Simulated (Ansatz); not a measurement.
Space group Fm-3m (No. 225). a = 11.484 Å, b = 11.484 Å, c = 11.484 Å, α = 90.00°, β = 90.00°, γ = 90.00°
| atom | site | symmetry | x | y | z |
| --- | --- | --- | --- | --- | --- |
| Cs | 8c | -43m | 0.2500 | 0.7500 | 0.7500 |
| Ag | 4b | m-3m | 0.5000 | 0.0000 | 0.0000 |
| Bi | 4a | m-3m | 0.0000 | 0.0000 | 0.0000 |
| Br | 24e | 4m.m | 0.5000 | 0.7513 | 0.0000 |

Equation of state of this Cs2AgBiBr6 structure (not necessarily the ground state), with shape and atoms relaxed at each volume where symmetry leaves them free. The calculation used DFT PBE, scalar-relativistic, plane waves, PAW in Ansatz 0.2.0.

Cutoff 420 eV; k points 4×4×4 on the computed 10-atom cell (Γ-centred); Gaussian smearing, width 0.02 eV; no spin polarisation.

| V (Å³/atom) | E − E(largest V) (meV/atom) | P (GPa) | gap on mesh (eV) |
| --- | --- | --- | --- |
| 35.592 | 1.51 | 1.48 | 1.22 |
| 36.728 | -5.92 | 0.65 | 1.28 |
| 37.864 | -8.02 | -0.03 | 1.33 |
| 39.000 | -5.76 | -0.59 | 1.37 |
| 40.135 | 0.00 | -1.03 | 1.42 |

Question: Fit a third-order Birch–Murnaghan equation to E(V).

Answer: V0 = 37.80 Å³/atom, B0 = 21 GPa, B0' = 6.0.

Spin-orbit coupling is left out, which matters for the bands of heavy elements.